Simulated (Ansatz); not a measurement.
CrI₃:
```
CrI3
1.0
    6.92925     0.00000     0.00000
   -3.46462     6.00091     0.00000
    0.00000     0.00000    33.00000
Cr I
2 6
Cartesian
  0.00000   4.00060  16.50000
  3.46462   2.00030  16.50000
  2.45617   0.00000  14.93249
  4.47308   0.00000  18.06751
  2.23654   3.87380  14.93249
 -2.23654   3.87380  18.06751
  1.22809   2.12711  18.06751
 -1.22809   2.12711  14.93249
```
The run is spin-polarised; directions of the spins, atom by atom: ↑ ↑ 0 0 0 0 0 0.
Free-standing layer in the xy plane with vacuum along z and no interaction between images.

Relaxed with r²SCAN+D4. Special points in fractions of this cell's reciprocal vectors: Γ (0.000, 0.000, 0.000); M (0.500, 0.000, 0.000); K (0.333, 0.333, 0.000).

Problem. List the band energies nearest the valence-band maximum at these points for plane-wave PAW r²SCAN+D4 (Ansatz code).

Solution. In eV from the valence-band maximum; about four levels below and three above (degenerate sets whole), none deeper than 8.9 eV; points with the same levels are listed once.

```json
[
 {"k": "Γ ↑", "below": "-0.54 -0.54 0.00 0.00", "above": "1.51 1.51 1.91 1.91"},
 {"k": "M ↑", "below": "-0.63 -0.61 -0.28 -0.24", "above": "1.58 1.58 1.62"},
 {"k": "K ↑", "below": "-0.55 -0.55 -0.22 -0.22", "above": "1.53 1.64 1.64"},
 {"k": "Γ ↓", "below": "-0.63 -0.63 -0.16 -0.16", "above": "2.73 2.73 2.84"},
 {"k": "M ↓", "below": "-1.09 -1.08 -0.86 -0.65 -0.32", "above": "2.57 2.66 2.84"},
 {"k": "K ↓", "below": "-0.95 -0.95 -0.89 -0.56 -0.56", "above": "2.66 2.66 2.80"}
]
```

Space group P-31m (honeycomb of octahedra). A layer that has been made, often on a substrate. The cell was relaxed with r²SCAN+D4 under the symmetry of its start; its stability against distortions is not shown here. The final state is ferromagnetic, chosen from 4 collinear starts compared on coarse meshes (ties went to the first, and starts can fall back to one state), not a proven ground state. Other orbital occupations within this spin state were not tried. No Hubbard U is applied. Point labels and valley counts follow the cell and symmetry of the run, lower than the named group. Spin–orbit coupling is left out wherever it is not named.

Potentials: the later of the program's two PAW sets.
